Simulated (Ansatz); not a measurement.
The geometry is COD entry 9010984, unchecked; take it as a test cell. The listed cell was then made from it by scaling, straining or moving an atom.

Y: DFT, r2SCAN, PAW with Ansatz's default frozen-core files, scalar-relativistic (Ansatz 0.2.0).

The relaxation starts from this cell:

```
CELL_PARAMETERS angstrom
3.74218 0.00000 0.00000
-1.87109 3.24082 0.00000
0.00000 0.00000 5.87951
ATOMIC_POSITIONS crystal
Y 0.33333 0.66667 0.25000
Y 0.66667 0.33333 0.75000
```

Output:

```
Y: output.efg is read without spin–orbit coupling, which moves field gradients at and beside such atoms by some per cent and up to a factor of two; PAW files take it under magnetization.noncollinear and magnetization.spin_orbit
Engine: ansatz 0.2.0
Pseudopotentials: kind: paw
Pseudopotential: Y, paw, valence charge 11, recommended cutoff 500 eV (meta_gga)
Functional definition: r2SCAN
  parameter k0 = 0.174
  parameter k1 = 0.065
  parameter a1 = 4.9479
  exchange = r2scan_x(k0 = k0, k1 = k1, a1 = a1)
  correlation = r2scan_c
Crystal: 2 atoms, lattice volume = 71.305 Å³
Basis set: ecut = 500 eV, 1797 PW (Γ), exchange–correlation on 120×120×180 points (64 copies of the dense FFT grid, shifted against one another)
Bands: 15, of which v1, the nominal top of the filled ones, is band 11 counted from 1 (10 counted from 0)
Symmetry: 24 space group operations
Space group: P63/mmc (ITA 194), of the structure as read, at distance tolerance 4.1e-5 Å
k-points: 56 of 600
Non-local potential: Y, projectors of the file, l = 0: 3, l = 1: 2, l = 2: 2, l = 3: 1
PAW form: soft (Blöchl's): semilocal exchange-correlation on the pseudo side does not see the compensation charge
PAW frozen core: Y, regenerated for the run's functional (the file was generated under x = pbe(κ = 0.804, μ = 0.2195149727645171), c = pbe(β = 0.06672455060314922))
PAW one-centre angular grid: Y, 590 points (default); XC on 160 Gauss nodes
Initial density: superposition of atomic densities (neutral atoms: chi_scale 0, normalization atom), corrected by the library's trained network
Initial wavefunctions: pseudopotential atomic-orbital guess
Functional: x = r2scan, c = r2scan; τ floored in thin density (d = 2e-4 eV/Å³)
SCF iter   1: F=—  HF=-7719.354244 eV  |F-HF|=—  |Δ(HF+E_count)|=         —  Δρ=5.25e-3  dr2=1.94e-2  dr2_τ=3.00e-3  ethr=1.77e-3  ⟨swp⟩=4.1  Hψ=3725  notcnv=0
preconditioner: auto → Kerker (q_TF=auto, 2.243 Å⁻¹)  [metal: Δε(μ)=0.025 eV  Ē_g=2.665 eV  σ=0.050 eV  W_gap=0.12  n_scr=22 (ndim 8)  ℏωp=10.8 eV  f_vac=0.000  D(μ)=4.15/eV (n_scr^D=36)]
SCF iter   2: F=—  HF=-7719.393245 eV  |F-HF|=—  |Δ(HF+E_count)|=   3.90e-2  Δρ=3.44e-3  dr2=9.05e-3  dr2_τ=2.17e-4  ethr=8.81e-5  ⟨swp⟩=2.5  Hψ=1948  notcnv=0
SCF iter   3: F=—  HF=-7719.394454 eV  |F-HF|=—  |Δ(HF+E_count)|=   1.21e-3  Δρ=5.86e-4  dr2=1.88e-4  dr2_τ=3.51e-5  ethr=4.11e-5  ⟨swp⟩=2.0  Hψ=1527  notcnv=0
SCF iter   4: F=—  HF=-7719.394635 eV  |F-HF|=—  |Δ(HF+E_count)|=   1.81e-4  Δρ=1.46e-4  dr2=1.41e-5  dr2_τ=7.36e-7  ethr=8.54e-7  ⟨swp⟩=2.7  Hψ=1447  notcnv=0
SCF iter   5: F=—  HF=-7719.394638 eV  |F-HF|=—  |Δ(HF+E_count)|=   2.59e-6  Δρ=2.08e-5  dr2=1.59e-7  dr2_τ=4.50e-8  ethr=6.42e-8  ⟨swp⟩=2.0  Hψ=1454  notcnv=0
SCF iter   6: F=-7719.394638 eV  HF=-7719.394638 eV  |F-HF|=1.38e-8  |Δ(HF+E_count)|=   5.35e-7  Δρ=4.75e-6  dr2=1.33e-8  dr2_τ=8.63e-10  ethr=4.55e-10  ⟨swp⟩=7.9  Hψ=4614  notcnv=0
SCF 1 converged in 6 iterations: F = -7719.394638 eV  dr2 = 1.33e-8
  greatest PAW one-centre occupation: 0.996 electrons in one spin orbital (limit 2), on the Y atom at site 1 (counted from 0), in its partial waves of l = 0
relax step   1: F+E_penalty+E_count = -7719.39463833 eV  Δ(F+E_penalty+E_count) = +0.000e0 eV  max|allowed force component| = 3.585e-17 eV/Å  Δτ_max = 0.0000 Å  P = -2.316 GPa  Ω = 71.305 Å³  (6 SCF iters, dr2 threshold 1.00e-7 eV, accepted)
Crystal: 2 atoms, lattice volume = 67.065 Å³
Basis set: ecut = 500 eV, 1701 PW (Γ), exchange–correlation on 120×120×180 points (64 copies of the dense FFT grid, shifted against one another)
Initial density: handed on by an earlier stage of this run
Initial wavefunctions: those handed on with the density
iter 1 solved again at ethr=4.35e-6 eV; its pass at ethr=3.10e-3 eV (dr2=9.57e-4 eV) is discarded
SCF iter   1: F=—  HF=-7719.311779 eV  |F-HF|=—  |Δ(HF+E_count)|=         —  Δρ=1.50e-3  dr2=9.57e-4  dr2_τ=4.80e-2  ethr=4.35e-6  ⟨swp⟩=2.2  Hψ=6327  notcnv=0
preconditioner: auto → Kerker (q_TF=auto, 2.266 Å⁻¹)  [metal: Δε(μ)=0.061 eV  Ē_g=2.717 eV  σ=0.050 eV  W_gap=0.30  n_scr=22 (ndim 8)  ℏωp=11.1 eV  f_vac=0.000  D(μ)=3.29/eV (n_scr^D=34)]
SCF iter   2: F=—  HF=-7719.430172 eV  |F-HF|=—  |Δ(HF+E_count)|=   1.18e-1  Δρ=6.26e-4  dr2=1.63e-4  dr2_τ=8.58e-5  ethr=4.35e-6  ⟨swp⟩=3.0  Hψ=1800  notcnv=0
SCF iter   3: F=—  HF=-7719.430349 eV  |F-HF|=—  |Δ(HF+E_count)|=   1.78e-4  Δρ=3.88e-4  dr2=6.73e-5  dr2_τ=3.68e-6  ethr=7.39e-7  ⟨swp⟩=2.0  Hψ=996  notcnv=0
SCF iter   4: F=—  HF=-7719.430423 eV  |F-HF|=—  |Δ(HF+E_count)|=   7.36e-5  Δρ=4.72e-5  dr2=1.51e-6  dr2_τ=9.21e-8  ethr=3.06e-7  ⟨swp⟩=2.4  Hψ=1421  notcnv=0
SCF iter   5: F=-7719.430424 eV  HF=-7719.430424 eV  |F-HF|=7.78e-8  |Δ(HF+E_count)|=   1.14e-6  Δρ=1.27e-5  dr2=1.21e-7  dr2_τ=1.86e-8  ethr=9.09e-10  ⟨swp⟩=8.3  Hψ=5085  notcnv=0
SCF 2 converged in 5 iterations: F = -7719.430424 eV  dr2 = 1.21e-7
relax step   2: F+E_penalty+E_count = -7719.43042432 eV  Δ(F+E_penalty+E_count) = -3.579e-2 eV  max|allowed force component| = 4.742e-17 eV/Å  Δτ_max = 0.0000 Å  P = -0.120 GPa  Ω = 67.065 Å³  energy of the carried Pulay correction = +4.768e-4 eV  (5 SCF iters, dr2 threshold 2.00e-7 eV, accepted)
Crystal: 2 atoms, lattice volume = 66.790 Å³
iter 1 solved again at ethr=1.68e-7 eV; its pass at ethr=3.10e-3 eV (dr2=3.70e-5 eV) is discarded
SCF iter   1: F=—  HF=-7719.429526 eV  |F-HF|=—  |Δ(HF+E_count)|=         —  Δρ=3.14e-4  dr2=4.97e-5  dr2_τ=6.92e-4  ethr=1.68e-7  ⟨swp⟩=3.0  Hψ=6303  notcnv=0
preconditioner: auto → Kerker (q_TF=auto, 2.267 Å⁻¹)  [metal: Δε(μ)=0.041 eV  Ē_g=2.731 eV  σ=0.050 eV  W_gap=0.20  n_scr=22 (ndim 8)  ℏωp=11.1 eV  f_vac=0.000  D(μ)=3.27/eV (n_scr^D=34)]
SCF iter   2: F=—  HF=-7719.431046 eV  |F-HF|=—  |Δ(HF+E_count)|=   1.52e-3  Δρ=1.08e-4  dr2=6.23e-6  dr2_τ=2.02e-6  ethr=1.68e-7  ⟨swp⟩=2.0  Hψ=1489  notcnv=0
SCF iter   3: F=—  HF=-7719.431049 eV  |F-HF|=—  |Δ(HF+E_count)|=   3.06e-6  Δρ=7.36e-5  dr2=3.37e-6  dr2_τ=8.25e-8  ethr=2.83e-8  ⟨swp⟩=1.0  Hψ=840  notcnv=0
SCF iter   4: F=-7719.431052 eV  HF=-7719.431052 eV  |F-HF|=1.93e-8  |Δ(HF+E_count)|=   3.10e-6  Δρ=1.28e-5  dr2=1.66e-7  dr2_τ=5.48e-9  ethr=9.09e-10  ⟨swp⟩=6.2  Hψ=5243  notcnv=0
SCF 3 converged in 4 iterations: F = -7719.431052 eV  dr2 = 1.66e-7
relax step   3: F+E_penalty+E_count = -7719.43105214 eV  Δ(F+E_penalty+E_count) = -6.278e-4 eV  max|allowed force component| = 7.401e-17 eV/Å  Δτ_max = 0.0000 Å  P = +0.028 GPa  Ω = 66.790 Å³  energy of the carried Pulay correction = +5.058e-4 eV  (4 SCF iters, dr2 threshold 2.00e-7 eV, accepted)
Basis set: ecut = 500 eV, 1701 PW (Γ), exchange–correlation on 108×108×180 points (64 copies of the dense FFT grid, shifted against one another)
Initial wavefunctions: pseudopotential atomic-orbital guess (no wavefunctions were taken with the density)
iter 1 solved again at ethr=4.80e-8 eV; its pass at ethr=3.10e-3 eV (dr2=1.06e-5 eV) is discarded
SCF iter   1: F=—  HF=-7719.430595 eV  |F-HF|=—  |Δ(HF+E_count)|=         —  Δρ=8.01e-5  dr2=5.82e-7  dr2_τ=4.06e-6  ethr=4.80e-8  ⟨swp⟩=3.3  Hψ=6328  notcnv=0
preconditioner: auto → Kerker (q_TF=auto, 2.267 Å⁻¹)  [metal: Δε(μ)=0.037 eV  Ē_g=2.731 eV  σ=0.050 eV  W_gap=0.18  n_scr=22 (ndim 8)  ℏωp=11.1 eV  f_vac=0.000  D(μ)=3.29/eV (n_scr^D=34)]
SCF iter   2: F=—  HF=-7719.430597 eV  |F-HF|=—  |Δ(HF+E_count)|=   2.17e-6  Δρ=4.27e-5  dr2=2.30e-7  dr2_τ=1.86e-7  ethr=2.64e-9  ⟨swp⟩=2.6  Hψ=1409  notcnv=0
SCF iter   3: F=—  HF=-7719.430597 eV  |F-HF|=—  |Δ(HF+E_count)|=   2.56e-7  Δρ=3.38e-6  dr2=1.33e-8  dr2_τ=8.65e-10  ethr=1.05e-9  ⟨swp⟩=2.0  Hψ=1453  notcnv=0
SCF iter   4: F=—  HF=-7719.430597 eV  |F-HF|=—  |Δ(HF+E_count)|=   6.82e-9  Δρ=1.40e-6  dr2=1.55e-9  dr2_τ=7.96e-11  ethr=6.06e-11  ⟨swp⟩=3.0  Hψ=1461  notcnv=0
SCF iter   5: F=—  HF=-7719.430597 eV  |F-HF|=—  |Δ(HF+E_count)|=  6.21e-10  Δρ=2.56e-7  dr2=3.52e-11  dr2_τ=5.85e-12  ethr=7.05e-12  ⟨swp⟩=2.8  Hψ=1447  notcnv=0
SCF iter   6: F=-7719.430597 eV  HF=-7719.430597 eV  |F-HF|=6.37e-12  |Δ(HF+E_count)|=  8.91e-11  Δρ=8.37e-8  dr2=4.67e-12  dr2_τ=2.93e-13  ethr=1.00e-12  ⟨swp⟩=5.2  Hψ=3192  notcnv=0
SCF 4 converged in 6 iterations: F = -7719.430597 eV  dr2 = 4.67e-12
relax step   4: F+E_penalty+E_count = -7719.43059698 eV  Δ(F+E_penalty+E_count) = +4.552e-4 eV  max|allowed force component| = 7.401e-17 eV/Å  Δτ_max = 0.0000 Å  P = +0.024 GPa  Ω = 66.790 Å³  stress off target by 4.49e-2 GPa  SCF on the basis re-selected at this cell (its energy is not comparable with the rows above)  (6 SCF iters)
basis re-selected at this cell: Δ(F+E_penalty+E_count) = +4.552e-4 eV, ΔP = -0.003 GPa vs the last step (what re-selecting the basis moved, of the pressure what is left beyond the Pulay correction that the steps carried, after the strain that the cell walked since its last selection, with what the two solves' SCF thresholds leave and, on support functions, any second-order correction that the steps lacked; it is no measure of the basis error at this ecutwfc). The dense FFT grid was sized anew with the basis: this SCF ran on 27×27×45 points, the steps before it on 30×30×45, so part of this shift can come from that change (see relax.cell in the input reference). This SCF's stress stands 4.49e-2 GPa from its target on what of the cell is left free (relax.cell.stress_tol is 5.00e-2 GPa) and its largest allowed force component is 7.40e-17 eV/Å (relax.f_tol is 5.00e-3 eV/Å): within both
SCF converged after 6 iterations
Free energy (F): -7719.430597 eV
Harris-Foulkes:  -7719.430597 eV  (|F-HF|=6.37e-12)
Internal energy: -7719.402613 eV  (E = F + TS)
E sigma→0 (E₀):  -7719.416605 eV
Entropy (-TS):   -0.027984 eV (-13.992 meV/atom)
Fermi energy:    9.169371 eV
--- Per-component energies (eV) ---
  E_band       = -264.705895
  E_kinetic    = 607.335871
  E_local      = -1237.995761  (includes V_loc(G=0)·N_el)
  E_nonlocal   = 99.676001
  E_hartree    = 391.570710
  E_xc         = -334.408377
  E_vxc        = -441.870876  (∫ρ·V_xc dr)
  E_paw        = -5683.274562  (= ΣΔE_a)
  E_vpaw       = -99.181091  (= ΣTr[D̂ρ^β])
  E_aug_tail   = 0.000007  (compensation charges beyond the density's cutoff)
  E_vtau       = 24.188526  (kinetic-family band-sum trace: ∫τ·v_τ [+ j·A + Jᵃ·Aᵃ] dr)
  E_ewald      = -1561.998596
  E_core_change = -0.307907  (= ΣΔE_core)
  E_smearing   = -0.027984  (= −TS)
  E_closure    = 0.000000  (closes the sum)
  Σ components = -7719.430597   (vs F -7719.430597, Δ=0.00e0)
--- Forces (eV/Å), atoms counted from 1 ---
  atom   1  Y      0.00000000     0.00000000     0.00000000
  atom   2  Y      0.00000000    -0.00000000    -0.00000000
  max |Σ_I F_I| component: 9.25e-18 eV/Å
--- Stress (GPa, compression-positive) ---
        0.044874      -0.000000       0.000000
        0.000000       0.044874      -0.000000
        0.000000      -0.000000      -0.016332
  P = ⅓ Tr σ = 0.0245 GPa (0.245 kbar)
--- PAW observables at the nuclei: V_zz in 10²¹ V/m², potentials from the cell's mean, atoms counted from 1 ---
  atom   1  Y  V_zz =    +4.061016   η = 0.0000   by run symmetry: allowed
            electrostatic potential = -5713.647437 V   contact ρ = 443576.246823 e/Å³
  atom   2  Y  V_zz =    +4.061016   η = 0.0000   by run symmetry: allowed
            electrostatic potential = -5713.647437 V   contact ρ = 443576.246823 e/Å³
--- Band table (eV; the first three rows and the last of 56) ---
  k-point 0: bands = ["-35.0510", "-34.9727", "-14.6862", "-14.2007", "-14.2007", "-14.1071", "-14.1071", "-14.0758", "4.2811", "7.3290", "10.0134", "11.1168", "11.1168", "11.5809", "11.8000"]
  k-point 1: bands = ["-35.0459", "-34.9780", "-14.6475", "-14.1945", "-14.1945", "-14.1191", "-14.1135", "-14.1135", "4.4713", "7.1683", "9.9017", "11.0136", "11.0136", "11.3808", "11.6266"]
  k-point 2: bands = ["-35.0316", "-34.9924", "-14.5402", "-14.2354", "-14.1775", "-14.1775", "-14.1307", "-14.1307", "5.0099", "6.6150", "9.9120", "10.8726", "10.9319", "10.9319", "11.2913"]
  k-point 55: bands = ["-34.9750", "-34.9750", "-14.5593", "-14.5593", "-14.3830", "-14.3830", "-14.1719", "-14.1719", "8.4556", "8.4556", "9.1663", "9.1663", "9.5647", "9.5647", "12.1660"]
--- Relaxed structure (3 steps of the walk, 3 accepted, 1 SCFs on fresh bases) ---
  F+E_penalty+E_count = -7719.43059698 eV   max|allowed force component| = 7.401e-17 eV/Å   (the final SCF, on the basis selected at the relaxed cell)
  cell:  # Å, volume = 66.7897 Å³
    - [3.6820134657494714, 0.0, 0.0]
    - [-1.8410067328747357, 3.188717198415427, 0.0]
    - [0.0, 0.0, 5.688633038510028]
  atoms:
    - { symbol: Y, position: [0.33333333333333326, 0.6666666666666665, 0.25] }
    - { symbol: Y, position: [0.6666666666666665, 0.33333333333333326, 0.7499999999999999] }
```
